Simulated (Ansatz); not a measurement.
MnBr2 (P-3m1); start from moments of 0.01 μB.

```xyz
3
Lattice="3.8200 0.0000 0.0000 -1.9100 3.3082 0.0000 0.0000 0.0000 6.1900" Properties=species:S:1:pos:R:3 pbc="T T T"
Mn    0.0000    0.0000    0.0000
Br    0.0000    2.2055    1.5475
Br    1.9100    1.1027    4.6425
```

The geometry is a structure as deposited in COD (the entry's cell lengths or inner coordinates differ somewhat from later room-temperature determinations), held fixed and not relaxed.

Settings: PBEsol, 8×8×4 k mesh, Fermi–Dirac smearing of 0.03 eV. PAW means Ansatz 0.2.0 on its default frozen-core files. Site moments are integrated in spheres about the atoms. Start moments (μB): Mn1 0.01.

Iteration by iteration:

| iteration | Harris–Foulkes energy less the last (meV) | density residual (eV) | M (μB) | ∫|m| (μB) |
| --- | --- | --- | --- | --- |
| 1 | -18765.790 | 2.4e+02 | 0.0008 | 0.0013 |
| 2 | -3134.086 | 2.6e+01 | 0.0240 | 0.0241 |
| 3 | 1682.910 | 3.3e+00 | 0.1174 | 0.1175 |
| 4 | 1307.612 | 1.4e+01 | 0.4064 | 0.4066 |
| 5 | 2517.387 | 2.6e-01 | 0.9917 | 0.9942 |
| 6 | 2420.084 | 1.1e+00 | 1.1997 | 1.2219 |
| 7 | 2454.089 | 3.8e-01 | 1.9160 | 1.9189 |
| 8 | 2390.933 | 9.9e-02 | 2.8455 | 2.8472 |
| 9 | 2157.413 | 3.5e-01 | 3.9811 | 3.9821 |
| 10 | 1804.217 | 1.3e-01 | 4.9756 | 4.9771 |
| 11 | 1391.346 | 3.3e-01 | 4.9999 | 5.0014 |
| 12 | 719.564 | 9.4e-02 | 5.0000 | 5.0011 |
| 13 | 412.435 | 7.2e-02 | 5.0000 | 5.0010 |
| 14 | 213.434 | 4.3e-02 | 5.0000 | 5.0010 |
| 15 | 106.964 | 2.3e-02 | 5.0000 | 5.0010 |
| 16 | -0.685 | 3.8e-03 | 5.0000 | 5.0009 |
| 17 | -0.063 | 8.4e-04 | 5.0000 | 5.0009 |
| 18 | -0.015 | 2.3e-04 | 5.0000 | 5.0009 |
| 19 | 0.006 | 3.3e-05 | 5.0000 | 5.0009 |
| 20 | 0.002 | 1.6e-06 | 5.0000 | 5.0009 |
| 21 | 0.000 | 1.1e-07 | 5.0000 | 5.0009 |
| 22 | 0.000 | 1.3e-08 | 5.0000 | 5.0009 |
| 23 | 0.000 | 1.6e-09 | 5.0000 | 5.0009 |
| 24 | 0.000 | 1.1e-08 | 5.0000 | 5.0009 |

Site moments (μB): Mn1 4.42, Br2 0.11, Br3 0.11. Cell moment 5.00 μB.

The PAW files were made with PBE; the program remakes their cores once for the run's functional and then keeps them frozen. The Ansatz runs typed with the search for lower states off end where their start leads. The magnetic state is the one that this cell and start allow. It needn't be the compound's measured order, which may need a larger cell or be absent.
